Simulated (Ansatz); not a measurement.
The start is a generated trial cell of Co in the AFLOW prototype A_oC4_63_c (A20). Cell shape, volume and atoms are optimised at zero target pressure with PBE (plane waves to 420 eV, PAW, scalar-relativistic; Ansatz, a first-principles code). The first steps use a coarse 15×15×8 k-mesh.

Input geometry:
```yaml
crystal:
  lattice:
    - [1.15787, -2.38905, 0.00000]
    - [1.15787, 2.38905, 0.00000]
    - [0.00000, 0.00000, 4.01501]
  atoms:
    - { symbol: Co, position: [0.89772, 0.10228, 0.25000] }
    - { symbol: Co, position: [0.10228, 0.89772, 0.75000] }
```
Spin-polarised start, with parallel moments on Co.

```yaml
largest_initial_force: 1.38 eV/Å, on Co1, Co2 (atoms numbered as listed)
Shortest distances (start → end): "The closest pairs of elements (up to four, under 3.6 Å), start → end: Co–Co 2.23 → 2.48 Å"
moments_at_the_end: net 1.61 μB/atom, ferromagnetic
optimiser_moves: 9
```

It ends as:

```cif
data_Co2
_chemical_formula_sum 'Co2'
_space_group_name_H-M_alt 'P63/mmc'
_space_group_IT_number 194
_space_group_name_Hall '-P 6c 2c'
_cell_length_a 2.49391
_cell_length_b 2.49391
_cell_length_c 4.03169
_cell_angle_alpha 90.000
_cell_angle_beta 90.000
_cell_angle_gamma 120.000
loop_
_atom_site_label
_atom_site_type_symbol
_atom_site_symmetry_multiplicity
_atom_site_Wyckoff_symbol
_atom_site_fract_x
_atom_site_fract_y
_atom_site_fract_z
_atom_site_occupancy
Co1 Co 2 c 0.33333 0.66667 0.25000 1
```

Final values are on a 21×21×12 k-mesh of the relaxed cell. Spin state reached: ferromagnetic (net 1.61 μB/atom), from parallel starting moments; other spin orders were not run from this start.

The run could not lose the symmetry of its start; a randomly shaken copy of 4 atoms returns to this structure.
